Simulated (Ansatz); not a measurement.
# AlOF, one structure, two calculations

Cell: a computed structure from the Materials Project (it need not be an observed phase), atoms as given.

Space group Pnma (No. 62); a = 9.0698, b = 8.6398, c = 4.9245 Å.

| site | Wyckoff | site symmetry | x | y | z |
| --- | --- | --- | --- | --- | --- |
| Al1 | 8d | 1 | 0.8675 | 0.9270 | 0.0609 |
| Al3 | 4c | .m. | 0.4244 | 0.2500 | 0.1253 |
| O13 | 4c | .m. | 0.2344 | 0.2500 | 0.0372 |
| O14 | 8d | 1 | 0.9832 | 0.0866 | 0.1928 |
| F25 | 8d | 1 | 0.2545 | 0.9442 | 0.1275 |
| F27 | 4c | .m. | 0.4801 | 0.7500 | 0.1952 |

One atom of each set is listed.

First run. Computed with Ansatz: DFT, PBE, plane waves and PAW, scalar-relativistic, 420 eV cutoff, Γ-centred 3×3×5 k-points, Fermi–Dirac smearing 0.02 eV.

```
site  V_zz (10²¹ V/m²)     η
 Al1              4.03  0.61
 Al3              3.11  0.18
 O13             -6.58  0.31
 O14             -4.78  0.44
 F25             10.66  0.23
 F27              8.29  0.97
```

Second run. The same atoms and settings, except that the functional is r2SCAN and the cutoff is 500 eV.

**Question.** What does the second run give?

**Answer.** 

```
site   V_zz     η  change of V_zz
 Al1   3.96  0.62           -0.07
 Al3   3.10  0.17           -0.01
 O13  -6.39  0.31           +0.19
 O14  -4.52  0.44           +0.26
 F25  10.55  0.24           -0.11
 F27   8.14  0.98           -0.15
```

The largest change of V_zz is on O14, from -4.78 to -4.52. In per cent, |V_zz| changes by -2 to 0 on Al, -5 to -3 on O, -2 to -1 on F (all sites that start above 0.5).

For the second run: At this cell the r2SCAN pressure is -5 GPa, so with r2SCAN the cell would shrink if it were relaxed. The entry's cell may itself be off. With these PAW files V_zz is typically within 2 to 3 % of all-electron values, but misses above 10 % occur on Al.
